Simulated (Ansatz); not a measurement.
Pt: energy along a strain

Pt, Fm-3m, a = 3.916 Å (as given, not relaxed at this level: 5.4 GPa). Ansatz: r2SCAN, PAW, 500 eV, Γ-centred 20×20×20 mesh on 1 atom, Gaussian smearing 0.15 eV; no spin polarisation. Cell vectors (Å): 0.000 1.958 1.958; 1.958 0.000 1.958; 1.958 1.958 0.000. The cell is strained by x per cent times the pattern (0 0 0 0 0 1) in the order xx yy zz yz xz xy (engineering shears), with fractional coordinates held. y is the free energy over the start, V0 = 15.011 Å³/atom. Symmetry makes y even in x.

```tsv
x (%)	y (meV/atom)
-6.00	?
-3.00	3.26
0.00	0.00
0.75	0.20
1.50	0.80
2.25	1.82
3.75	5.14
4.50	7.48
5.25	10.31
```

Question: Fit y = c2 x² + c4 x⁴ to the other rows, get the stiffness along the pattern, and predict the missing energy.

Answer: Least squares on the rows shown. y = 0.3564 x² + 0.0006418 x⁴. The clamped-ion stiffness p·C·p = 2 × 3.564 eV × 160.2 / 15.011 Å³ = 76 GPa, which is C66 in these axes (C44 of the cubic crystal) (second derivative at the start, which stands under stress). At x = -6.00 the fit asked for gives 13.66 meV/atom. The run gave 13.65 meV/atom, so the fit is 0.01 meV/atom too high, a small miss on the scale of the series.

Spin–orbit coupling is left out, which can shift energies with elements as heavy as these.